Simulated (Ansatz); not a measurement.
HgO:
```xyz
6
Lattice="3.5217 0.0000 0.0000 -1.7609 3.0499 0.0000 0.0000 0.0000 8.6149" Properties=species:S:1:pos:R:3 pbc="T T T"
Hg     1.3273     2.2989     0.0000
Hg     0.8672     0.0000     5.7433
Hg    -0.4336     0.7510     2.8716
O      0.8195     1.4194     4.3075
O      1.8827     0.0000     1.4358
O     -0.9413     1.6305     7.1791
```

Relaxed with LDA. Special points in fractions of this cell's reciprocal vectors: Γ (0.000, 0.000, 0.000); M (0.500, 0.000, 0.000); K (0.333, 0.333, 0.000); A (0.000, 0.000, 0.500); L (0.500, 0.000, 0.500); H (0.333, 0.333, 0.500).

Question: List the band energies nearest the valence-band maximum at these points for the program Ansatz at the LDA with spin–orbit coupling level (PAW).

Answer: In eV from the valence-band maximum; about four levels below and three above (degenerate sets whole), none deeper than 8.9 eV; points with the same levels are listed once.

```
k                    below                above
-  -----------------------  -------------------
Γ  -0.24 -0.24 -0.24 -0.24  1.33 1.33 3.32 3.32
M  -0.58 -0.58 -0.45 -0.45  3.10 3.10 3.85 3.85
K  -0.73 -0.63 -0.63 -0.55       4.37 4.37 4.54
A  -0.28 -0.28 -0.23 -0.23  1.92 1.92 2.02 2.02
L  -0.60 -0.60 -0.32 -0.32  3.08 3.08 3.61 3.61
H  -1.52 -1.43 -0.15 -0.15  4.49 4.51 4.55 4.55
```

Space group P3_221. The first step of the workflow began from a Materials Project structure, measured or hypothetical; the Crystallography Open Database copy checked does not list it. COD files the formula under space group No. 44, 62, so this cell is another polymorph or a model. Whether it is the stable phase at ambient conditions was not checked. The LDA relaxation kept the symmetry of its start; its stability against distortions is not shown here. A crystal of weakly bound chains computed without a dispersion correction: the cell and the soft elastic constants depend strongly on that.

Potentials: the later of the program's two PAW sets.
